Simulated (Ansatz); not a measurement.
Polymorphs of ReC, each relaxed with DFT-PBE in the program Ansatz with PAW potentials:

A: rock salt (Fm-3m), a = 4.347 Å, b = 4.347 Å, c = 4.347 Å, α = 90.00°, β = 90.00°, γ = 90.00°

B: CsCl type (Pm-3m), a = b = c = 2.692 Å, α = β = γ = 90.00°

C: zinc blende (F-43m), a = 4.637 Å, b = 4.637 Å, c = 4.637 Å, α = 90.00°, β = 90.00°, γ = 90.00°

D: Pm-3m, a = 4.126 Å, b = 4.126 Å, c = 4.126 Å, α = 90.00°, β = 90.00°, γ = 90.00°

E: P-6m2, a = b = 2.879 Å, c = 2.814 Å, α = β = 90.00°, γ = 120.00°

Rank these by energy per atom at 0 K (lowest first), as PBE gives it.

E (+0 meV/atom), D (+381 meV/atom), C (+515 meV/atom), A (+700 meV/atom), B (+858 meV/atom)

Constructed cells (a structure type filled with these elements, in neither database checked): B. Built on a structure type that need not be the filed one of that space group: E. Typed or built starts, not in the databases checked: A; C; D. Standing as an ambient phase not checked: E. All cells were relaxed under the symmetry of their starts (and spin orders); stability against distortions was not tested throughout. Rows with no word on spin ran without spin polarisation. Spin–orbit coupling is left out wherever it is not named.

Energies hold the estimated change up to a 700 eV cutoff; steps of a few meV lie near the error of the meshes.

Potentials: the earlier of the program's two PAW sets.
